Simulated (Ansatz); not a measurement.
**Lu₃Mg₂CrS₈: field gradients at two levels of theory**

Cell: a computed structure from the Materials Project (it need not be an observed phase).

```cif
data_Lu3Mg2CrS8
_symmetry_space_group_name_H-M 'R-3m:H'
_symmetry_Int_Tables_number 166
_cell_length_a 7.6782
_cell_length_b 7.6782
_cell_length_c 18.5178
_cell_angle_alpha 90.000
_cell_angle_beta 90.000
_cell_angle_gamma 120.000
loop_
_atom_site_label
_atom_site_type_symbol
_atom_site_symmetry_multiplicity
_atom_site_Wyckoff_symbol
_atom_site_fract_x
_atom_site_fract_y
_atom_site_fract_z
Mg Mg 6 c 0.0000 0.0000 0.3749
Lu Lu 9 d 0.8333 0.6667 0.1667
Cr Cr 3 a 0.0000 0.0000 0.0000
S7 S 18 h 0.8192 0.6383 0.4122
S9 S 6 c 0.0000 0.0000 0.7560
```

One atom of each set is listed; the run and its k-mesh use a cell of 14 atoms with edges of 7.60, 7.60, 7.60 Å.

First run. All values are calculated (Ansatz; DFT, PBE, plane waves and PAW, scalar-relativistic, collinear spin, 420 eV cutoff, Γ-centred 5×5×5 k-points, Fermi–Dirac smearing 0.02 eV), not measured. Start moments as typed (μB): 3 on each Cr, none on the rest.

```json
{"site": "Mg", "V_zz (10²¹ V/m²)": "0.16", "η": "0.00", "m (μB)": "0.00"}
{"site": "Lu", "V_zz (10²¹ V/m²)": "5.61", "η": "0.31", "m (μB)": "0.00"}
{"site": "Cr", "V_zz (10²¹ V/m²)": "0.71", "η": "0.00", "m (μB)": "2.75"}
{"site": "S7", "V_zz (10²¹ V/m²)": "6.47", "η": "0.50", "m (μB)": "-0.02"}
{"site": "S9", "V_zz (10²¹ V/m²)": "2.29", "η": "0.00", "m (μB)": "0.00"}
```

Second run. The same atoms and settings, except that the functional is r2SCAN and the cutoff is 500 eV.

Question: What does the second run give?

Answer: 

```json
{"site": "Mg", "V_zz": "0.14", "η": "0.00", "change of V_zz": "-0.02", "m (μB)": "0.00"}
{"site": "Lu", "V_zz": "5.68", "η": "0.26", "change of V_zz": "+0.07", "m (μB)": "0.00"}
{"site": "Cr", "V_zz": "0.64", "η": "0.00", "change of V_zz": "-0.07", "m (μB)": "2.84"}
{"site": "S7", "V_zz": "6.17", "η": "0.47", "change of V_zz": "-0.30", "m (μB)": "-0.02"}
{"site": "S9", "V_zz": "2.00", "η": "0.00", "change of V_zz": "-0.29", "m (μB)": "0.00"}
```

The largest change of V_zz is on S7, from 6.47 to 6.17. In per cent, |V_zz| changes by +1 on Lu, -10 on Cr, -13 to -5 on S (all sites that start above 0.5).

Without spin–orbit coupling the gradients at and beside Lu can be off by some per cent, at some sites by more. All moments are parallel here, as the start or the cell imposes; many such compounds order antiparallel, where fields and spin densities carried over to other atoms largely cancel. The magnetic order is the one that the run reached from its start moments, not necessarily the measured one.
For the second run: The program didn't check the stability of this electronic state in full, so a lower one may lie near.
